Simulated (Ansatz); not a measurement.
## Phonon spectrum of Ir at 0.98 times its equilibrium volume

Level of theory: Ansatz, DFT LDA, scalar-relativistic, plane waves, PAW. Plane waves to 420 eV; Γ-centred k mesh 20×20×20; Fermi-Dirac smearing of 0.15 eV. No spin polarisation. Phonons by linear response, acoustic sum rule imposed.

The cell, relaxed in shape and atoms at 0.98 times its equilibrium volume:
```yaml
crystal:
  lattice:
    - [0.00000, 1.89363, 1.89363]
    - [1.89363, 0.00000, 1.89363]
    - [1.89363, 1.89363, 0.00000]
  atoms:
    - { symbol: Ir, position: [0.00000, 0.00000, 0.00000] }
```

In a metal, frequencies and elastic constants depend on the k mesh and the smearing, soft modes and shear constants most. Spin–orbit coupling is left out, which can shift energies with elements as heavy as these. The q mesh is coarse, so values between its points are rough.

Force constants from linear response on a 2×2×2 q mesh.

(1) Is the structure dynamically stable on this mesh?

(2) Give the frequencies (cm⁻¹; i marks imaginary ones) at the irreducible q points, in fractions of the reciprocal vectors.

Answers

(1) Yes, on this mesh: no mode is imaginary.

(2)
```csv
q,star,frequencies
0.000 0.000 0.000,1,0 0 0
0.000 0.000 -0.500,4,121 121 216
0.000 -0.500 -0.500,3,156 156 207
```

Cost: 1 run of about 0.68 core-minutes, on Intel Xeon 6975P-C (Granite Rapids) (shared hosts).